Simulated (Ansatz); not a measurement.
## Sensitivity of the gradients in SiO₂ to the input

Cell: an entry of the Crystallography Open Database (COD), taken as it stands.

Space group P4_2/mnm (No. 136); a = 4.1667, c = 2.6645 Å.

```
site  Wyckoff  site symmetry       x       y       z
  Si       2a           m.mm  0.0000  0.0000  0.0000
   O       4f           m.2m  0.3061  0.3061  0.0000
```

One atom of each set is listed.

Reference run. The numbers come from a DFT calculation in Ansatz (PBE, plane waves and PAW, scalar-relativistic, 420 eV cutoff, Γ-centred 7×7×11 k-points, Fermi–Dirac smearing 0.02 eV).

Problem. The input is changed as follows: `kpoints.mp_grid.grid`: [7, 7, 11] → [1, 1, 1]; `scf.max_iter`: not typed → 80. What happens to V_zz (10²¹ V/m²) and η?

Solution. 

| site | V_zz reference | η reference | V_zz changed | η changed |
| --- | --- | --- | --- | --- |
| Si | 1.78 | 0.60 | 7.72 | 0.05 |
| O | -11.02 | 0.15 | 12.86 | 0.09 |

The largest change is on O, whose values along the first run's principal axes go from -11.02, 4.68, 6.35 to -5.87, -6.99, 12.86, with a new V_zz of 12.86 along another axis. On O, Si the largest principal value lies along another axis in the second run, so the two V_zz can't be compared directly. At these positions the changed run has forces up to 3.2 eV/Å, so its atoms aren't at their own equilibrium. Its pressure is 36 GPa, against 13 GPa in the reference run. SCF iterations: 6 and 7. The changed input holds the Γ point alone as its k-mesh, so its numbers aren't properties of the crystal.

On the reference run: At this cell the PBE pressure is 13 GPa, so with PBE the cell would grow if it were relaxed. The entry's cell may itself be off.
